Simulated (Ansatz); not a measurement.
Ti:
```yaml
crystal:
  lattice:
    - [-1.60493, 1.60493, 1.60493]
    - [1.60493, -1.60493, 1.60493]
    - [1.60493, 1.60493, -1.60493]
  atoms:
    - { symbol: Ti, position: [0.00000, 0.00000, 0.00000] }
```

Relaxed with PBEsol. Special points in fractions of this cell's reciprocal vectors: Γ (0.000, 0.000, 0.000); H (0.500, -0.500, 0.500); N (0.000, 0.000, 0.500); P (0.250, 0.250, 0.250).

Task: List the band energies nearest the Fermi level at these points for plane-wave PAW PBEsol (Ansatz code).

Result: In eV from the Fermi level; about four levels below and three above (degenerate sets whole), none deeper than 8.9 eV; … stands for higher levels left out; points with the same levels are listed once.

| k | below | above |
|---|---|---|
| Γ | -6.02 | 1.03 1.03 1.03 |
| H | -2.28 -2.28 | 4.20 4.20 4.20 |
| N | -2.58 -0.45 | 1.30 2.92 3.30 |
| P | -0.63 -0.63 -0.63 | 3.36 3.36 … |

Space group Im-3m (bcc (W type)). This is a known high-temperature phase of the composition, computed here at zero pressure and temperature. The cell was relaxed with PBEsol under the symmetry of its start. At this level the phase is dynamically unstable (imaginary phonons). The run is not spin-polarised.

Potentials: the earlier of the program's two PAW sets. The files were generated under PBE; for other functionals the program regenerates the frozen cores, and for LDA and PBEsol the local potential too.
